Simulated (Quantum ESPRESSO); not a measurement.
## Band energies of KF

```
KF
1.0
    0.00000     2.65092     2.65092
    2.65092     0.00000     2.65092
    2.65092     2.65092     0.00000
F K
1 1
Direct
  0.50000   0.50000   0.50000
  0.00000   0.00000   0.00000
```

PBEsol (pw.x of Quantum ESPRESSO, ONCV potentials, no spin-orbit coupling); path ΓXWKΓLUWLK,UX; energies in eV from the valence-band maximum.

```csv
k (1/Å),point,band 4,band 5,band 6,band 7,band 8,band 9,band 10,band 11
0.00,Γ,-9.17,-9.17,0.00,0.00,0.00,6.18,10.71,10.71
0.32,,-9.22,-9.20,-0.30,-0.02,-0.02,6.84,10.05,11.20
0.75,,-9.34,-9.34,-0.47,-0.05,-0.05,8.69,8.83,12.47
1.19,X,-9.41,-9.41,-0.20,-0.05,-0.05,8.15,10.39,11.85
1.66,,-9.54,-9.28,-0.39,-0.17,-0.13,9.22,10.28,11.18
1.78,W,-9.60,-9.27,-0.43,-0.15,-0.15,9.73,9.73,11.29
2.20,K,-9.43,-9.34,-0.35,-0.20,-0.18,8.93,10.75,11.16
2.62,,-9.39,-9.22,-0.65,-0.35,-0.13,9.15,9.85,11.76
3.03,,-9.25,-9.17,-0.36,-0.18,-0.04,7.26,10.09,11.16
3.45,Γ,-9.17,-9.17,0.00,0.00,0.00,6.18,10.71,10.71
3.86,,-9.19,-9.19,-0.33,-0.13,-0.13,7.24,10.21,11.22
4.27,,-9.21,-9.21,-0.77,-0.34,-0.34,8.91,10.33,12.02
4.48,L,-9.21,-9.21,-0.83,-0.37,-0.37,9.09,10.65,12.14
4.69,,-9.27,-9.23,-0.76,-0.35,-0.34,9.18,10.47,12.06
5.10,,-9.42,-9.32,-0.42,-0.24,-0.19,9.11,10.50,11.38
5.21,U,-9.43,-9.34,-0.35,-0.20,-0.18,8.93,10.75,11.16
5.52,,-9.56,-9.27,-0.42,-0.17,-0.15,9.41,10.07,11.26
5.62,W,-9.60,-9.27,-0.43,-0.15,-0.15,9.73,9.73,11.29
5.90,,-9.51,-9.26,-0.50,-0.23,-0.21,9.57,9.91,11.52
6.28,,-9.26,-9.23,-0.77,-0.36,-0.35,9.16,10.50,12.08
6.46,L,-9.21,-9.21,-0.83,-0.37,-0.37,9.09,10.65,12.14
6.62,,-9.25,-9.22,-0.79,-0.36,-0.35,9.14,10.54,12.09
6.95,,-9.40,-9.29,-0.53,-0.28,-0.23,9.30,10.25,11.66
7.19,K,-9.43,-9.34,-0.35,-0.20,-0.18,8.93,10.75,11.16
7.19,U,-9.43,-9.34,-0.35,-0.20,-0.18,8.93,10.75,11.16
7.61,X,-9.41,-9.41,-0.20,-0.05,-0.05,8.15,10.39,11.85
```

The PBEsol gap is direct, 6.18 eV at Γ.

Geometry relaxed with PBEsol.
